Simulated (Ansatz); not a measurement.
HfS$_{2}$:
```cif
data_HfS2
_chemical_formula_sum 'Hf1 S2'
_space_group_name_H-M_alt 'P-3m1'
_space_group_IT_number 164
_space_group_name_Hall '-P 3 2"'
_cell_length_a 3.65182
_cell_length_b 3.65182
_cell_length_c 6.86301
_cell_angle_alpha 90.000
_cell_angle_beta 90.000
_cell_angle_gamma 120.000
loop_
_atom_site_label
_atom_site_type_symbol
_atom_site_symmetry_multiplicity
_atom_site_Wyckoff_symbol
_atom_site_fract_x
_atom_site_fract_y
_atom_site_fract_z
_atom_site_occupancy
Hf1 Hf 1 a 0.00000 0.00000 0.00000 1
S1 S 2 d 0.33333 0.66667 0.21077 1
```

Relaxed with PBE.

Q: Which orbitals make up the states near the band edges in PBE (plane waves, PAW; program Ansatz)?

A: Top 1 eV of the valence band: S 3p 92 %, Hf 5d 6 %. Bottom 1 eV of the conduction band: Hf 5d 74 %, S 3p 18 %. Projections are on Löwdin-orthogonalised atomic valence shells; empty p or d shells of many metals are not among them.

Q: Tabulate the density of states.

A: States/eV per cell of 3 atoms, in 0.25 eV bins, energy from the valence-band maximum.

| E (eV) | total | S 3p | Hf 5d | Hf 6s |
|---|---|---|---|---|
| -7.85 | 0.00 | 0.00 | 0.00 | 0.00 |
| -7.60 | 0.00 | 0.00 | 0.00 | 0.00 |
| -7.35 | 0.00 | 0.00 | 0.00 | 0.00 |
| -7.10 | 0.00 | 0.00 | 0.00 | 0.00 |
| -6.85 | 0.00 | 0.00 | 0.00 | 0.00 |
| -6.60 | 0.00 | 0.00 | 0.00 | 0.00 |
| -6.35 | 0.00 | 0.00 | 0.00 | 0.00 |
| -6.10 | 0.00 | 0.00 | 0.00 | 0.00 |
| -5.85 | 0.00 | 0.00 | 0.00 | 0.00 |
| -5.60 | 0.00 | 0.00 | 0.00 | 0.00 |
| -5.35 | 0.00 | 0.00 | 0.00 | 0.00 |
| -5.10 | 0.00 | 0.00 | 0.00 | 0.00 |
| -4.85 | 0.00 | 0.00 | 0.00 | 0.00 |
| -4.60 | 0.71 | 0.42 | 0.17 | 0.10 |
| -4.35 | 1.17 | 0.70 | 0.26 | 0.16 |
| -4.10 | 1.74 | 1.09 | 0.35 | 0.22 |
| -3.85 | 2.05 | 1.28 | 0.41 | 0.20 |
| -3.60 | 2.15 | 1.35 | 0.46 | 0.13 |
| -3.35 | 3.63 | 2.59 | 0.83 | 0.06 |
| -3.10 | 4.23 | 3.23 | 0.75 | 0.07 |
| -2.85 | 0.90 | 0.60 | 0.25 | 0.02 |
| -2.60 | 3.93 | 2.57 | 1.23 | 0.04 |
| -2.35 | 5.64 | 3.78 | 1.68 | 0.03 |
| -2.10 | 4.42 | 3.29 | 0.90 | 0.02 |
| -1.85 | 2.74 | 2.10 | 0.46 | 0.02 |
| -1.60 | 1.62 | 1.32 | 0.21 | 0.02 |
| -1.35 | 3.21 | 2.80 | 0.27 | 0.02 |
| -1.10 | 3.74 | 3.32 | 0.28 | 0.01 |
| -0.85 | 2.17 | 1.94 | 0.17 | 0.00 |
| -0.60 | 2.29 | 2.13 | 0.10 | 0.00 |
| -0.35 | 1.41 | 1.33 | 0.05 | 0.00 |
| -0.10 | 0.26 | 0.24 | 0.01 | 0.00 |
| 0.15 | 0.00 | 0.00 | 0.00 | 0.00 |
| 0.40 | 0.00 | 0.00 | 0.00 | 0.00 |
| 0.65 | 0.00 | 0.00 | 0.00 | 0.00 |
| 0.90 | 0.00 | 0.00 | 0.00 | 0.00 |
| 1.15 | 0.00 | 0.00 | 0.00 | 0.00 |
| 1.40 | 0.84 | 0.17 | 0.59 | 0.03 |
| 1.65 | 1.33 | 0.27 | 0.94 | 0.04 |
| 1.90 | 1.53 | 0.30 | 1.11 | 0.04 |
| 2.15 | 2.52 | 0.40 | 1.96 | 0.04 |
| 2.40 | 1.58 | 0.26 | 1.24 | 0.01 |
| 2.65 | 1.56 | 0.26 | 1.22 | 0.02 |
| 2.90 | 1.18 | 0.28 | 0.82 | 0.01 |
| 3.15 | 1.57 | 0.39 | 1.09 | 0.01 |
| 3.40 | 2.15 | 0.50 | 1.54 | 0.02 |
| 3.65 | 2.21 | 0.41 | 1.68 | 0.03 |
| 3.90 | 3.48 | 0.42 | 2.86 | 0.09 |
| 4.15 | 4.06 | 0.30 | 3.40 | 0.26 |
| 4.40 | 0.00 | 0.00 | 0.00 | 0.00 |
| 4.65 | 0.00 | 0.00 | 0.00 | 0.00 |
| 4.90 | 0.77 | 0.18 | 0.42 | 0.01 |
| 5.15 | 2.42 | 0.62 | 1.26 | 0.02 |
| 5.40 | 2.97 | 0.83 | 1.50 | 0.03 |
| 5.65 | 3.44 | 1.03 | 1.71 | 0.04 |
| 5.90 | 1.74 | 0.44 | 0.77 | 0.04 |
| 6.15 | 1.52 | 0.33 | 0.59 | 0.07 |

Symmetry was held in the PBE relaxation. No spin polarisation was allowed. The volume lies over 15 % above that of the usual cell of this phase: another minimum, or an error of the functional. A crystal of weakly bound layers computed without a dispersion correction: the cell and the soft elastic constants depend strongly on that. Spin–orbit coupling is left out wherever it is not named.

Potentials: the later of the program's two PAW sets.
